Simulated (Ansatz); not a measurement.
Relaxed Co (hcp, Mg type):

```xyz
2
Lattice="2.4573 0.0000 0.0000 -1.2286 2.1281 0.0000 0.0000 0.0000 3.9686" Properties=species:S:1:pos:R:3 pbc="T T T"
Co     0.0000     1.4187     2.9765
Co     1.2286     0.7094     0.9922
```

In each cell atom 2 (Co, nearest neighbour Co at 2.439 Å; its periodic images, 2.5 Å or more away, move with it) moves by s·(0.577, 0.577, 0.577) (along Cartesian [111]), the rest being held.

Level of theory: PBEsol (plane waves to 420 eV, PAW, scalar-relativistic; Ansatz, a quantum-chemistry and plane-wave program). k mesh 17×17×10 (Γ-centred), Fermi-Dirac smearing 0.05 eV. The energy includes the smearing's −TS. Compression counts positive. With partly filled bands, energies and forces of such displacements shift with the k mesh and the smearing. F⊥ is the part of the force across the line. Co was relaxed with its symmetry unable to fall. Relaxed Co ends ferromagnetic. Other magnetic orders were not checked, so this need not be the ground state. ΔE is measured from the undisplaced structure.

```csv
s (Å),ΔE (meV/cell),P (GPa),moment (μB/cell),|F⊥| (eV/Å)
-0.240,141,4.6,3.21,0.805
-0.192,87,3.0,3.20,0.581
-0.144,48,1.7,3.19,0.393
-0.096,21,0.8,3.17,0.239
-0.048,5,0.2,3.16,0.112
0.000,0,0.0,3.16,0.000
0.048,5,0.2,3.16,0.111
0.096,21,0.8,3.17,0.235
0.144,49,1.8,3.18,0.382
0.192,90,3.1,3.20,0.558
0.240,147,4.7,3.20,0.768
```

Key numbers:

| Property | Result |
|---|---|
| Energy at s = 0.240 Å | 147 meV/cell |
| Force along the line at s = -0.240 Å | 1.27 eV/Å |
| Symmetry of the curve | not even: the positive side lies higher at ±0.240 Å |
| Shape of the curve | a single well with its minimum at or next to zero displacement |
| Force constant k = d²E/ds² at s = 0 (finite differences) | 4.38 eV/Å² |
| Harmonic estimate at the end of the scan | ½ks² = 126 meV/cell against the computed 147 meV/cell, so the well is stiffer than harmonic there |

The 11 points together took around 21 core-minutes (rough).

(A displaced cell: forces are minus the slopes of the energy, force constants its curvatures, and phonons follow from these.)
